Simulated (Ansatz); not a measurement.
Input:

Relaxed TaAs (NbAs type, space group I4_1md):

```
TaAs
1.0
   -1.73153     1.73153     5.86650
    1.73153    -1.73153     5.86650
    1.73153     1.73153    -5.86650
Ta As
2 2
Cartesian
  0.00000   0.00000  11.72265
  0.00000   1.73153   2.92290
  0.00000   0.00000   4.89128
  1.73153   0.00000   1.95803
```

In this cell atom 2 (Ta, nearest neighbour As at 2.622 Å; its periodic images, 3.5 Å or more away, move with it) is moved by s along Cartesian x, unit vector (1.000, 0.000, 0.000); all other atoms and the cell stay fixed.

Calculation: PBE (plane waves to 420 eV, PAW, scalar-relativistic; Ansatz, a first-principles code). k mesh 15×15×15 (Γ-centred), Fermi-Dirac smearing 0.05 eV. E stands for the smeared free energy. With partly filled bands, energies and forces of such displacements shift with the k mesh and the smearing. At this level the bands of TaAs touch or barely overlap. Spin-orbit coupling is left out, though Ta is heavy. TaAs is run without spin polarisation. TaAs was relaxed with its symmetry unable to fall. ΔE is measured from the undisplaced structure.

The scan covers s from -0.790 to 0.790 Å in 11 points.

Question: Is this a single well or a double well?

Answer: A single well with its minimum at or next to zero displacement.

Question: Is the energy the same for equal positive and negative displacements?

Answer: Even: the same for both signs. With its periodic images moving along, the atom's site symmetry in this cell is mm2.

Question: What is the force constant k = d²E/ds² of this move at s = 0?

Answer: 11.4 eV/Å².

(A displaced cell: forces are minus the slopes of the energy, force constants its curvatures, and phonons follow from these.)
